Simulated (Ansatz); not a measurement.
## Phonons of ScZn (Pm-3m)

```
CELL_PARAMETERS angstrom
3.30170 0.00000 0.00000
0.00000 3.30170 0.00000
0.00000 0.00000 3.30170
ATOMIC_POSITIONS crystal
Sc 0.00000 0.00000 0.00000
Zn 0.50000 0.50000 0.50000
```

Conventional cell: a = 3.302 Å, b = 3.302 Å, c = 3.302 Å, α = 90.00°, β = 90.00°, γ = 90.00°. Sc (atom 1) has 8 Zn at 2.86 Å as nearest neighbours. Zn (atom 2) has 8 Sc at 2.86 Å as nearest neighbours.

Level of theory, where no other is named: PBEsol, all-electron LAPW in Ansatz 0.2.0, scalar-relativistic. k mesh 12×12×12, Fermi-Dirac smearing of 0.100 eV, basis error target 0.5 meV/atom. The cell was relaxed by PAW under this functional, which moved its volume by -4 % from the database entry's.

Atoms are displaced by 0.01 Å in the smallest supercells that hold the wave vectors of a 2×2×2 mesh. Negative values stand for unstable modes.

Problem. What are the phonon energies at the solved wave vectors, in meV?

Solution. 

```
                q  point                           modes (meV)
0.000 0.000 0.000  Gamma                            25.06 (×3)
0.500 0.000 0.000      X  14.91, 17.04 (×2), 21.14 (×2), 27.07
0.500 0.500 0.000      M   5.98 (×2), 14.50, 17.40, 30.51 (×2)
0.500 0.500 0.500      R                14.56 (×3), 28.08 (×3)
```

Problem. Is the structure dynamically stable at these wave vectors?

Solution. Yes, no mode is unstable there; wave vectors off this mesh aren't tested.

Problem. How do the optical zone-centre modes decompose, and which are active?

Solution. Point group m-3m: Γ_opt = T1u.

```
label    meV  activity     mostly
  T1u  25.06        IR  Sc (59 %)
```

In a metal the activity is that of symmetry alone; free carriers screen the infrared modes.

Problem. How well do frozen-core PAW files reproduce these all-electron values?

Solution. With a cutoff of 420 eV and displacements of 0.0025 Å, the r.m.s. difference over the modes is 0.1 cm⁻¹; the largest difference is 48.4 (PAW) against 48.3 cm⁻¹ (LAPW).

Problem. The cell is scaled evenly to 34.913 and 37.072 Å³ (from 35.993), with free atoms relaxed and the shape held. What are the mode Grüneisen parameters γ = −d ln ω/d ln V?

Solution. For the highest mode, 258.6 cm⁻¹ in the small cell and 233.9 in the large one give γ ≈ 1.67. From the change of the dynamical matrix on each mode:

```csv
point,cm⁻¹,γ
Gamma,202.2,1.79
X,120.2,1.60
X,137.4,1.60
X,170.5,1.38
X,218.3,1.55
M,48.3,-1.96
M,117.0,1.46
M,140.3,1.60
M,246.1,1.68
R,117.5,1.68
R,226.5,1.70
```

Weighted by the modes' heat capacities at 300 K, the mean on this mesh is 1.09; it moves with the q mesh, and a coarse one overweights the zone boundary. Rows under −0.05 (1 here) are modes that soften under compression and pull towards negative thermal expansion.

Limits of these numbers: responses of metals move with mesh and smearing; the frozen-core PAW files of the compared runs were fitted under PBE, their cores solved anew for this functional.
